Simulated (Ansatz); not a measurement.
**Sb3Au: levels along high-symmetry lines**

```
CELL_PARAMETERS angstrom
-3.04000 3.04000 3.04000
3.04000 -3.04000 3.04000
3.04000 3.04000 -3.04000
ATOMIC_POSITIONS crystal
Sb 0.00000 0.50000 0.50000
Sb 0.50000 0.00000 0.50000
Sb 0.50000 0.50000 0.00000
Au 0.00000 0.00000 0.00000
```

Atoms are numbered in the order listed.

Conventional cell: a = 6.080 Å, b = 6.080 Å, c = 6.080 Å, α = 90.00°, β = 90.00°, γ = 90.00°. Around Sb (atom 1) lie 4 Sb at 3.04 Å and 2 Au at 3.04 Å. Au (atom 4) is surrounded by 6 Sb at 3.04 Å.

The cell comes from COD entry 1510290, which wasn't checked; take it as a given geometry.

Spin–orbit coupling is left out, though it moves levels of the heavy atoms by tenths of an eV or more.

All numbers below come from DFT, LDA, all-electron LAPW, scalar-relativistic in Ansatz 0.2.0.

The runs use a Γ-centred 10×10×10 k mesh, Fermi–Dirac smearing of 0.05 eV, basis error target 1 meV/atom, no spin polarisation.

Points in fractions of the reciprocal vectors of this cell: Γ (0, 0, 0), H (0.5, -0.5, 0.5), N (0, 0, 0.5), P (0.25, 0.25, 0.25). The path runs Γ–H–N–Γ–P–H–P–N. Energies are in eV from the Fermi level; (×n) counts levels within 4 meV of each other, which need not be degenerate by symmetry.

(1) List the levels at P between -14 and 7 eV.

(2) List the levels at N between -14 and 7 eV.

(3) List the levels at Γ between -14 and 7 eV.

(4) What is the band gap?

Answers

(1) -9.59 (×3), -5.40, -4.47 (×2), -3.75 (×3), -0.32 (×3), 0.96 (×3), 1.86 (×2), 3.95 (×3), 4.35.

(2) -10.52, -9.80, -7.83, -4.90, -4.62, -4.50, -3.76, -3.64, -2.96, -2.72, -1.99, -0.44, -0.10, 0.08, 0.94, 2.48, 4.62, 4.72, 5.34, 5.57, 6.28.

(3) -11.88, -7.47 (×2), -3.79 (×3), -3.46 (×3), -3.23 (×2), -1.37 (×3), -1.11, 3.91 (×3), 4.95 (×3).

(4) none: bands cross the Fermi level, a metal.
